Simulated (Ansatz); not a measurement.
PbO2:
```
PbO2
1.0
    5.08153     0.00000     0.00000
    0.00000     5.08153     0.00000
    0.00000     0.00000     3.44358
Pb O
2 4
Cartesian
  0.00000   0.00000   0.00000
  2.54077   2.54077   1.72179
  1.56486   1.56486   0.00000
  3.51667   3.51667   0.00000
  0.97590   4.10563   1.72179
  4.10563   0.97590   1.72179
```

Relaxed with PBE. Special points in fractions of this cell's reciprocal vectors: Γ (0.000, 0.000, 0.000); X (0.000, 0.500, 0.000); M (0.500, 0.500, 0.000); Z (0.000, 0.000, 0.500); R (0.000, 0.500, 0.500); A (0.500, 0.500, 0.500).

Q: List the band energies nearest the Fermi level at these points for plane-wave PAW PBE with spin–orbit coupling (Ansatz code).

A: In eV from the Fermi level; about four levels below and three above (degenerate sets whole), none deeper than 8.9 eV; points with the same levels are listed once.

| k | below | above |
|---|---|---|
| Γ | -0.55 -0.55 -0.53 -0.53 | 0.09 0.09 3.94 3.94 |
| X | -0.35 -0.35 -0.35 -0.35 | 2.10 2.10 2.10 2.10 |
| M | -0.44 -0.44 -0.44 -0.44 | 2.52 2.52 2.52 2.52 |
| Z | -0.72 -0.72 -0.72 -0.72 | 3.43 3.43 3.43 3.43 |
| R | -0.26 -0.26 -0.24 -0.24 | 3.70 3.70 3.72 3.72 |
| A | -0.48 -0.48 -0.48 -0.48 | 2.57 2.57 2.57 2.57 |

Space group P4_2/mnm (rutile). The PBE relaxation kept the symmetry of its start.

Potentials: the later of the program's two PAW sets.
